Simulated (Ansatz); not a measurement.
Trial structure of Tb2As2Ir, not yet relaxed:

```
Tb As Ir
1.0
     3.77135    0.00000    0.00000
     0.00000    3.77135    0.00000
     0.00000    0.00000    8.71215
Tb As Ir
2 2 1
Direct
  0.50000 0.50000 0.72057
  0.50000 0.50000 0.27943
  0.50000 0.50000 0.00000
  0.00000 0.00000 0.50000
  0.00000 0.00000 0.00000
```

The calculation used Ansatz 0.2.0, DFT PBE, scalar-relativistic, plane waves, PAW, and for the lanthanide a 4f-in-core norm-conserving potential. Cutoff 690 eV; k points 4×4×2 on the computed 5-atom cell (Γ-centred); Gaussian smearing, width 0.10 eV; no spin polarisation.

The zero of energy is the elements' standard structures at the same level; no fitted shifts are applied.

**Question.** Estimate its pressure, forces and energy as it stands.

**Answer.** The pressure is -2.4 GPa (the mean over three directions, positive in compression), the largest force is 4.11 eV/Å, and the energy is −0.21 eV/atom against the elements. The shortest distance is 2.43 Å.

**Question.** Is it a good guess?

**Answer.** A rough one: relaxing gains about 0.32 eV/atom (the start's value is from the coarse mesh, so the gain is rough) in 15 ionic steps and ends at −0.53 eV/atom on the finer mesh. The symmetry stays P4/mmm (No. 123). The volume per atom shrinks by 10.2 %, from 24.8 to 22.3 Å³. The shortest distance goes from 2.43 Å (Tb–As) to 2.54 Å (As–Ir). Conventional cell: a = 3.591 Å, c = 8.633 Å. Tb is surrounded by 1 As at 2.70 Å and 4 As at 3.01 Å; around As on its first site lie 4 Ir at 2.54 Å and 2 Tb at 2.70 Å; Ir has 4 As at 2.54 Å; 1 more site not described.

The last run used a 10×10×6 mesh (in the run's order of axes) for its 5-atom cell and Gaussian smearing of 0.10 eV. These runs have no spin–orbit coupling, which can matter for Ir. The reference form of As is held partly by dispersion forces, which this level lacks. Trial moments died out on the coarse mesh, so the last step has no spin; another magnetic start might hold. The relaxation can't lower the symmetry of the start, and the grade says only how near the guess is to its own end. Symmetry constrained the relaxation, so the result can be a saddle point. Another cell of Tb2As2Ir relaxed alike, in I4/mmm, lies 120 meV/atom lower, so this cell isn't the stable form at this level.

The lanthanide is trivalent by construction, without f bands, f moments or other valences. The reference runs of the other elements, and any phases without the lanthanide, used 420 eV, which shifts energies against them by under 10 meV/atom. The lanthanide's reference is the lowest of its hcp, dhcp and fcc cells.
